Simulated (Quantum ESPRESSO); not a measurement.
## Sn3WTaIn3 (finding a planted mistake in a log)

Computed values, not a measurement. The program is pw.x of Quantum ESPRESSO 7.5 (plane-wave density functional theory). The cell is made up: eight metal atoms on a hexagonal close-packed lattice, with elements, volume, strain and displacements drawn at random and not relaxed, so it may be unstable or far from any real phase. PseudoDojo standard norm-conserving files set the functional (PBE unless stated); there is no spin polarisation or spin-orbit coupling, the Fermi-Dirac width of 0.25 eV means electrons at about 2900 K, and the masses in the input are unused placeholders. The tin pseudopotential is less sure than most, with forces differing by about three percent from a second method on plain tin. Heavy elements are run without spin-orbit coupling, which real alloys of them have. A spin test at this wide smearing found no moment, but such smearing suppresses magnetism that the real alloy may have.

Intended input:

```
&control calculation='scf', pseudo_dir='./dojo.nc.sr.pbe.v0_5.standard.upf', outdir='./o', disk_io='minimal', tprnfor=.true., tstress=.true. /
&system ibrav=0, nat=8, ntyp=4, nbnd=66, ecutwfc=74.01313486, nosym=.true., tot_charge=0,
 occupations='smearing', smearing='fd', degauss=0.0183746611
/
&electrons conv_thr=1.470e-08, electron_maxstep=70, mixing_beta=0.5 /
ATOMIC_SPECIES
In 1.0 In.upf
Sn 1.0 Sn.upf
Ta 1.0 Ta.upf
W 1.0 W.upf
CELL_PARAMETERS angstrom
3.1536 0.0414 4.9361
3.036 -0.0298 -4.8638
-3.0848 5.2116 0.0018
ATOMIC_POSITIONS angstrom
Sn -0.0761 0.0012 -0.099
W -1.5044 2.6308 -0.0553
Ta 3.1482 1.7976 -2.3649
In 1.5292 4.2912 -2.3609
In 3.053 0.1088 0.0559
In 1.606 2.5996 0.0556
Sn 3.0394 1.767 2.4868
Sn 1.5249 4.3743 2.4629
K_POINTS automatic
5 5 5 1 1 1
```

The log is shortened where brackets say so; the opening notice, blank lines, dates and the lines on written files are dropped, and the path of the files is cut. It prints rydbergs, bohrs and kilobars, and counts compression as positive stress. Its total energy is the free energy E - TS of the whole cell.

Log of the intended run:

```
     Program PWSCF v.7.5
     Parallel version (MPI & OpenMP), running on       4 processor cores
     Number of MPI processes:                 4
     Threads/MPI process:                     1
     [start-up lines left out]
     bravais-lattice index     =            0
     lattice parameter (alat)  =      11.0693  a.u.
     unit-cell volume          =    1067.6274 (a.u.)^3
     number of atoms/cell      =            8
     number of atomic types    =            4
     number of electrons       =       108.00
     number of Kohn-Sham states=           66
     kinetic-energy cutoff     =      74.0131  Ry
     charge density cutoff     =     296.0525  Ry
     scf convergence threshold =      1.5E-08
     mixing beta               =       0.5000
     number of iterations used =            8  plain     mixing
     Exchange-correlation= PBE
                           (   1   4   3   4   0   0   0)
     [axes and pseudopotential details left out]
   Cartesian axes
     site n.     atom                  positions (alat units)
         1        Sn     tau(   1) = (  -0.0129916   0.0002049  -0.0169010  )
         2        W      tau(   2) = (  -0.2568268   0.4491226  -0.0094407  )
         3        Ta     tau(   3) = (   0.5374516   0.3068811  -0.4037289  )
         4        In     tau(   4) = (   0.2610606   0.7325813  -0.4030460  )
         5        In     tau(   5) = (   0.5211993   0.0185740   0.0095431  )
         6        In     tau(   6) = (   0.2741717   0.4437962   0.0094919  )
         7        Sn     tau(   7) = (   0.5188776   0.3016571   0.4245393  )
         8        Sn     tau(   8) = (   0.2603265   0.7467678   0.4204592  )
     number of k points=    63  Fermi-Dirac smearing, width (Ry)=  0.0184
                       cart. coord. in units 2pi/alat
        k(    1) = (   0.1888991   0.2242089  -0.0038958), wk =   0.0320000
        k(    2) = (   0.1884972   0.4487642  -0.0055224), wk =   0.0320000
     [further k points left out]
     Dense  grid:    91903 G-vectors     FFT dimensions: (  64,  60,  64)
     Estimated max dynamical RAM per process >     350.65 MB
     Estimated total dynamical RAM >       1.30 GB
     Initial potential from superposition of free atoms
     starting charge     107.9823, renormalised to     108.0000
     Starting wfcs are   74 randomized atomic wfcs
     total cpu time spent up to now is        7.5 secs
     per-process dynamical memory:   277.5 Mb
     Self-consistent Calculation
     iteration #  1     ecut=    74.01 Ry     beta= 0.50
     Davidson diagonalization with overlap
     ethr =  1.00E-02,  avg # of iterations =  3.2
     Threshold (ethr) on eigenvalues was too large:
     Diagonalizing with lowered threshold
     Davidson diagonalization with overlap
     ethr =  2.99E-04,  avg # of iterations =  5.0
     total cpu time spent up to now is       41.5 secs
     total energy              =   -1153.00375938 Ry
     estimated scf accuracy    <       0.32856308 Ry
     iteration #  2     ecut=    74.01 Ry     beta= 0.50
     Davidson diagonalization with overlap
     ethr =  3.04E-04,  avg # of iterations =  5.6
     total cpu time spent up to now is       60.4 secs
     total energy              =   -1152.97575057 Ry
     estimated scf accuracy    <       1.24423821 Ry
     [iterations 3 to 9 left out]
     iteration # 10     ecut=    74.01 Ry     beta= 0.50
     Davidson diagonalization with overlap
     ethr =  1.78E-10,  avg # of iterations =  2.3
     total cpu time spent up to now is      191.5 secs
     total energy              =   -1153.13797862 Ry
     estimated scf accuracy    <       0.00000002 Ry
     iteration # 11     ecut=    74.01 Ry     beta= 0.50
     Davidson diagonalization with overlap
     ethr =  1.61E-11,  avg # of iterations =  3.4
     total cpu time spent up to now is      209.2 secs
     End of self-consistent calculation
     [lines on levels left out]
!    total energy              =   -1153.13797862 Ry
     estimated scf accuracy    <          2.2E-09 Ry
     smearing contrib. (-TS)   =      -0.07989263 Ry
     internal energy E=F+TS    =   -1153.05808599 Ry
     The total energy is F=E-TS. E is the sum of the following terms:
     one-electron contribution =    -203.33329875 Ry
     hartree contribution      =     189.02370316 Ry
     xc contribution           =    -315.98715285 Ry
     ewald contribution        =    -822.76133755 Ry
     convergence has been achieved in  11 iterations
     Forces acting on atoms (cartesian axes, Ry/au):
     atom    1 type  2   force =     0.01253390    0.00906259    0.07197881
     atom    2 type  4   force =    -0.00059154    0.00062626    0.01211070
     atom    3 type  3   force =    -0.01994261   -0.01362805   -0.01254382
     atom    4 type  1   force =    -0.02377947   -0.00450929   -0.04820847
     atom    5 type  1   force =     0.00221668   -0.03021389   -0.03822874
     atom    6 type  1   force =    -0.02430679    0.00850474   -0.01610765
     atom    7 type  2   force =     0.03383950    0.01362966   -0.00168323
     atom    8 type  2   force =     0.02003033    0.01652798    0.03268240
     Total force =     0.124885     Total SCF correction =     0.000196
     Computing stress (Cartesian axis) and pressure
          total   stress  (Ry/bohr**3)                   (kbar)     P=      142.61
   0.00080405  -0.00004077   0.00013293          118.28       -6.00       19.56
  -0.00004077   0.00095520  -0.00006335           -6.00      140.51       -9.32
   0.00013293  -0.00006335   0.00114916           19.56       -9.32      169.05
     init_run     :      7.06s CPU      7.32s WALL (       1 calls)
     electrons    :    200.56s CPU    201.75s WALL (       1 calls)
     forces       :      2.01s CPU      2.02s WALL (       1 calls)
     stress       :      6.91s CPU      6.91s WALL (       1 calls)
     [timing details left out]
     PWSCF        :   3m36.75s CPU   3m38.24s WALL
     JOB DONE.
```

A second run was made from an input with one planted mistake. Its log:

```
     Program PWSCF v.7.5
     Parallel version (MPI & OpenMP), running on       4 processor cores
     Number of MPI processes:                 4
     Threads/MPI process:                     1
     [start-up lines left out]
     bravais-lattice index     =            0
     lattice parameter (alat)  =      11.2653  a.u.
     unit-cell volume          =    1125.3124 (a.u.)^3
     number of atoms/cell      =            8
     number of atomic types    =            4
     number of electrons       =       108.00
     number of Kohn-Sham states=           66
     kinetic-energy cutoff     =      74.0131  Ry
     charge density cutoff     =     296.0525  Ry
     scf convergence threshold =      1.5E-08
     mixing beta               =       0.5000
     number of iterations used =            8  plain     mixing
     Exchange-correlation= PBE
                           (   1   4   3   4   0   0   0)
     [axes and pseudopotential details left out]
   Cartesian axes
     site n.     atom                  positions (alat units)
         1        Sn     tau(   1) = (  -0.0129837   0.0002013  -0.0169090  )
         2        W      tau(   2) = (  -0.2568215   0.4491272  -0.0094442  )
         3        Ta     tau(   3) = (   0.5374463   0.3068773  -0.4037347  )
         4        In     tau(   4) = (   0.2610655   0.7325870  -0.4030470  )
         5        In     tau(   5) = (   0.5211916   0.0185697   0.0095448  )
         6        In     tau(   6) = (   0.2741666   0.4437928   0.0094945  )
         7        Sn     tau(   7) = (   0.5188766   0.3016604   0.4245354  )
         8        Sn     tau(   8) = (   0.2603274   0.7467617   0.4204592  )
     number of k points=    63  Fermi-Dirac smearing, width (Ry)=  0.0184
                       cart. coord. in units 2pi/alat
        k(    1) = (   0.1889014   0.2242125  -0.0038948), wk =   0.0320000
        k(    2) = (   0.1884997   0.4487703  -0.0055201), wk =   0.0320000
     [further k points left out]
     Dense  grid:    96765 G-vectors     FFT dimensions: (  64,  64,  64)
     Estimated max dynamical RAM per process >     368.98 MB
     Estimated total dynamical RAM >       1.37 GB
     Initial potential from superposition of free atoms
     starting charge     107.9823, renormalised to     108.0000
     Starting wfcs are   74 randomized atomic wfcs
     total cpu time spent up to now is        7.3 secs
     per-process dynamical memory:   292.0 Mb
     Self-consistent Calculation
     iteration #  1     ecut=    74.01 Ry     beta= 0.50
     Davidson diagonalization with overlap
     ethr =  1.00E-02,  avg # of iterations =  3.1
     Threshold (ethr) on eigenvalues was too large:
     Diagonalizing with lowered threshold
     Davidson diagonalization with overlap
     ethr =  2.50E-04,  avg # of iterations =  5.9
     total cpu time spent up to now is       42.8 secs
     total energy              =   -1153.07292103 Ry
     estimated scf accuracy    <       0.27620888 Ry
     iteration #  2     ecut=    74.01 Ry     beta= 0.50
     Davidson diagonalization with overlap
     ethr =  2.56E-04,  avg # of iterations =  4.5
     total cpu time spent up to now is       61.1 secs
     total energy              =   -1153.02618373 Ry
     estimated scf accuracy    <       1.23458470 Ry
     [iterations 3 to 9 left out]
     iteration # 10     ecut=    74.01 Ry     beta= 0.50
     Davidson diagonalization with overlap
     ethr =  1.59E-10,  avg # of iterations =  4.0
     total cpu time spent up to now is      190.9 secs
     total energy              =   -1153.17948099 Ry
     estimated scf accuracy    <       0.00000002 Ry
     iteration # 11     ecut=    74.01 Ry     beta= 0.50
     Davidson diagonalization with overlap
     ethr =  1.85E-11,  avg # of iterations =  2.9
     total cpu time spent up to now is      207.2 secs
     End of self-consistent calculation
     [lines on levels left out]
!    total energy              =   -1153.17948100 Ry
     estimated scf accuracy    <          2.4E-09 Ry
     smearing contrib. (-TS)   =      -0.08490000 Ry
     internal energy E=F+TS    =   -1153.09458100 Ry
     The total energy is F=E-TS. E is the sum of the following terms:
     one-electron contribution =    -224.81328377 Ry
     hartree contribution      =     195.83648496 Ry
     xc contribution           =    -315.66199490 Ry
     ewald contribution        =    -808.45578730 Ry
     convergence has been achieved in  11 iterations
     Forces acting on atoms (cartesian axes, Ry/au):
     atom    1 type  2   force =     0.00988365    0.00879479    0.06251570
     atom    2 type  4   force =    -0.00118186   -0.00211648    0.00591345
     atom    3 type  3   force =    -0.01286297   -0.00687754   -0.00733408
     atom    4 type  1   force =    -0.01919817   -0.00478938   -0.04319443
     atom    5 type  1   force =     0.00252909   -0.02513383   -0.03515545
     atom    6 type  1   force =    -0.02089029    0.00634860   -0.01353266
     atom    7 type  2   force =     0.02605603    0.01221729   -0.00022941
     atom    8 type  2   force =     0.01566452    0.01155654    0.03101689
     Total force =     0.106541     Total SCF correction =     0.000205
     Computing stress (Cartesian axis) and pressure
          total   stress  (Ry/bohr**3)                   (kbar)     P=       72.22
   0.00035953  -0.00003448   0.00010736           52.89       -5.07       15.79
  -0.00003448   0.00049358  -0.00005380           -5.07       72.61       -7.91
   0.00010736  -0.00005380   0.00061978           15.79       -7.91       91.17
     init_run     :      6.92s CPU      7.20s WALL (       1 calls)
     electrons    :    198.43s CPU    199.97s WALL (       1 calls)
     forces       :      2.11s CPU      2.14s WALL (       1 calls)
     stress       :      7.22s CPU      7.23s WALL (       1 calls)
     [timing details left out]
     PWSCF        :   3m34.76s CPU   3m36.64s WALL
     JOB DONE.
```

Question: the log repeats what the program read. Compare it with the intended run: what was wrong in the second input?

Answer: the cell and the positions are scaled by a wrong factor. The input lines that differ:

```
- 3.1536 0.0414 4.9361
- 3.036 -0.0298 -4.8638
- -3.0848 5.2116 0.0018
+ 3.2094 0.0421 5.0235
+ 3.0897 -0.0303 -4.9499
+ -3.1394 5.3038 0.0018
- Sn -0.0761 0.0012 -0.099
- W -1.5044 2.6308 -0.0553
- Ta 3.1482 1.7976 -2.3649
- In 1.5292 4.2912 -2.3609
- In 3.053 0.1088 0.0559
- In 1.606 2.5996 0.0556
- Sn 3.0394 1.767 2.4868
- Sn 1.5249 4.3743 2.4629
+ Sn -0.0774 0.0012 -0.1008
+ W -1.531 2.6774 -0.0563
+ Ta 3.2039 1.8294 -2.4068
+ In 1.5563 4.3672 -2.4027
+ In 3.107 0.1107 0.0569
+ In 1.6344 2.6456 0.0566
+ Sn 3.0932 1.7983 2.5308
+ Sn 1.5519 4.4517 2.5065
```

|  | intended run | run with the mistake |
| --- | --- | --- |
| free energy (eV) | -15689.241 | -15689.806 |
| entropy term -TS, part of it (eV) | -1.087 | -1.155 |
| pressure (GPa) | 14.26 | 7.22 |
| size of the largest force component (eV/Å) | 1.851 | 1.607 |
| largest change of a force component (eV/Å) |  | 0.243 |
| iterations | 11 | 11 |

For scale, a rerun of the intended cell at a higher cutoff and on a denser mesh moved values by no more than 0.006 eV in energy, 0.06 GPa in stress and 0.006 eV/Å in force, and a second program with other atomic files agreed on that cell to 2 % rms in force and 0.5 GPa in pressure.